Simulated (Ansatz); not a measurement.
CoPdN$_{2}$:
Space group R-3m, hexagonal axes (No. 166); a = b = 2.747 Å, c = 17.927 Å, α = β = 90.00°, γ = 120.00°

| atom | site | symmetry | x | y | z |
|---|---|---|---|---|---|
| Co | 3b | -3m | 0.0000 | 0.0000 | 0.5000 |
| Pd | 3a | -3m | 0.0000 | 0.0000 | 0.0000 |
| N | 6c | 3m | 0.0000 | 0.0000 | 0.1088 |
(The calculation used a cell of 4 atoms; values per cell refer to that cell.)

Relaxed with PBEsol.

### Question
Which orbitals make up the states near the Fermi level in PBEsol (plane waves, PAW; program Ansatz)?

### Answer
Within 0.5 eV of the Fermi level: Co 3d 46 %, N 2p 35 %, Pd 4d 13 %. Projections are on Löwdin-orthogonalised atomic valence shells; empty p or d shells of many metals are not among them.

### Question
Tabulate the density of states.

### Answer
States/eV per cell of 4 atoms, in 0.25 eV bins, energy from the Fermi level.

| E (eV) | total | N 2p | Co 3d | Pd 4d |
|---|---|---|---|---|
| -7.85 | 0.17 | 0.12 | 0.03 | 0.02 |
| -7.60 | 0.57 | 0.35 | 0.09 | 0.09 |
| -7.35 | 1.03 | 0.61 | 0.17 | 0.17 |
| -7.10 | 1.77 | 1.04 | 0.32 | 0.30 |
| -6.85 | 2.52 | 1.50 | 0.46 | 0.45 |
| -6.60 | 3.21 | 1.91 | 0.52 | 0.67 |
| -6.35 | 2.58 | 1.41 | 0.52 | 0.56 |
| -6.10 | 1.82 | 0.94 | 0.43 | 0.39 |
| -5.85 | 1.89 | 0.98 | 0.54 | 0.32 |
| -5.60 | 3.22 | 1.56 | 0.76 | 0.76 |
| -5.35 | 2.42 | 1.22 | 0.50 | 0.56 |
| -5.10 | 2.22 | 0.91 | 0.46 | 0.69 |
| -4.85 | 4.28 | 1.18 | 0.97 | 1.96 |
| -4.60 | 6.62 | 2.33 | 1.87 | 2.25 |
| -4.35 | 3.51 | 1.28 | 0.87 | 1.24 |
| -4.10 | 1.63 | 0.53 | 0.31 | 0.72 |
| -3.85 | 2.44 | 0.89 | 0.50 | 0.92 |
| -3.60 | 3.95 | 1.12 | 0.75 | 1.94 |
| -3.35 | 4.04 | 1.03 | 0.71 | 2.18 |
| -3.10 | 2.86 | 0.73 | 0.53 | 1.52 |
| -2.85 | 2.40 | 0.66 | 0.51 | 1.14 |
| -2.60 | 3.42 | 0.78 | 0.65 | 1.85 |
| -2.35 | 4.38 | 0.84 | 0.90 | 2.46 |
| -2.10 | 4.12 | 0.57 | 1.03 | 2.38 |
| -1.85 | 5.31 | 0.58 | 1.92 | 2.68 |
| -1.60 | 5.07 | 0.88 | 1.92 | 2.14 |
| -1.35 | 3.65 | 0.95 | 1.13 | 1.41 |
| -1.10 | 4.92 | 1.23 | 2.50 | 1.01 |
| -0.85 | 4.43 | 1.07 | 2.27 | 0.87 |
| -0.60 | 3.08 | 0.54 | 1.70 | 0.70 |
| -0.35 | 3.42 | 0.74 | 1.90 | 0.56 |
| -0.10 | 3.40 | 1.16 | 1.72 | 0.34 |
| 0.15 | 2.85 | 1.22 | 1.12 | 0.35 |
| 0.40 | 2.37 | 1.21 | 0.74 | 0.29 |
| 0.65 | 1.81 | 0.92 | 0.42 | 0.34 |
| 0.90 | 1.40 | 0.72 | 0.20 | 0.35 |
| 1.15 | 0.92 | 0.22 | 0.16 | 0.35 |
| 1.40 | 1.77 | 0.47 | 0.38 | 0.63 |
| 1.65 | 0.53 | 0.15 | 0.10 | 0.18 |
| 1.90 | 0.50 | 0.14 | 0.21 | 0.04 |
| 2.15 | 1.05 | 0.38 | 0.45 | 0.04 |
| 2.40 | 1.78 | 0.74 | 0.70 | 0.08 |
| 2.65 | 2.74 | 1.25 | 1.08 | 0.12 |
| 2.90 | 3.24 | 1.59 | 1.24 | 0.11 |
| 3.15 | 3.48 | 1.88 | 1.23 | 0.16 |
| 3.40 | 2.50 | 1.43 | 0.81 | 0.15 |
| 3.65 | 0.66 | 0.40 | 0.21 | 0.04 |
| 3.90 | 0.03 | 0.01 | 0.00 | 0.00 |
| 4.15 | 0.14 | 0.02 | 0.01 | 0.01 |
| 4.40 | 0.20 | 0.02 | 0.01 | 0.01 |
| 4.65 | 0.24 | 0.03 | 0.01 | 0.02 |
| 4.90 | 0.30 | 0.04 | 0.01 | 0.02 |

The start of the workflow was typed in or built on a structure type; neither database checked (COD, Materials Project) lists it. Whether it is the stable phase at ambient conditions was not checked. The PBEsol relaxation kept the symmetry of its start; its stability against distortions is not shown here. The workflow began spin-polarised and lost its moments. Its formation energy is positive at this level, so the cell may be metastable or incomplete. Scalar-relativistic: spin–orbit coupling is off unless named, which matters more the heavier the elements.

Potentials: the later of the program's two PAW sets.
